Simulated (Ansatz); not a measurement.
# PbCl3: a ladder of calculations

Cell of run 1: a structure deposited in the COD, taken as it stands.

Space group P6_3/mmc (No. 194); a = 8.3732, c = 13.9808 Å, γ = 120.00°.

```
site  Wyckoff  site symmetry       x       y       z
  Pb       4f            3m.  0.3333  0.6667  0.3886
 Cl5       6h            mm2  0.1893  0.8107  0.2500
Cl11       6g          .2/m.  0.5000  0.0000  0.5000
```

One atom of each set is listed.

Relaxed positions (PBE, cell held):

Pb (0.3333, 0.6667, 0.3907)
Cl5 (0.1979, 0.8021, 0.2500)
Cl11 (0.5000, 0.0000, 0.5000)

All runs are DFT with Ansatz 0.2.0 (plane waves and PAW, scalar-relativistic unless spin–orbit coupling is named, Γ-centred meshes, Fermi–Dirac smearing where given) in this cell.

Run 1: PBE, atoms as given; 420 eV, 5×5×3 k-points, smearing 0.05 eV.
Run 2: PBE, atoms relaxed; 420 eV, 5×5×3 k-points, smearing 0.05 eV.
Run 3: r2SCAN, at the relaxed atoms; 500 eV, 5×5×3 k-points, smearing 0.05 eV.
Run 4: PBE with spin–orbit coupling, at the relaxed atoms; 420 eV, 5×5×3 k-points, smearing 0.05 eV.
Run 5: LDA, at the relaxed atoms; 420 eV, 5×5×3 k-points, smearing 0.05 eV.

```
run    Pb V_zz (η)   Cl5 V_zz (η)  Cl11 V_zz (η)
  1   -7.74 (0.00)  -16.41 (0.47)    27.8 (0.03)
  2              ?              ?              ?
  3  -11.01 (0.00)  -15.65 (0.93)    27.4 (0.03)
  4  -11.05 (0.00)  -16.39 (0.86)    28.2 (0.03)
  5  -10.79 (0.00)  -16.25 (0.92)    27.9 (0.03)
```

V_zz in 10²¹ V/m².

(1) Estimate the row of run 2.

## Answers

(1) Pb: -10.95 (0.00); Cl5: -16.06 (0.89); Cl11: 27.7 (0.03). It lies nearest to run 5, from whose tensors on these sites it differs by 0.41 at most (largest principal value of the difference, on Cl5). Taken one at a time, the positions of the atoms (as given or relaxed) move the tensors on these sites by up to 3.50 (largest principal value of the change, on Cl5), the functional (between the two that differ most) by 0.60 (Cl5), spin–orbit coupling by 0.48 (Cl11).

In run 1 the gap is small for the k-mesh or the smearing, and small gradients can still move by 0.1 × 10²¹ V/m² or more. In runs 2, 3, 4, 5 there is no gap above 0.1 eV, so the gradients can move by 10 % or more with the k-mesh. In runs 1, 5 the atoms aren't at the calculated equilibrium (largest force 0.58, 0.49 eV/Å).
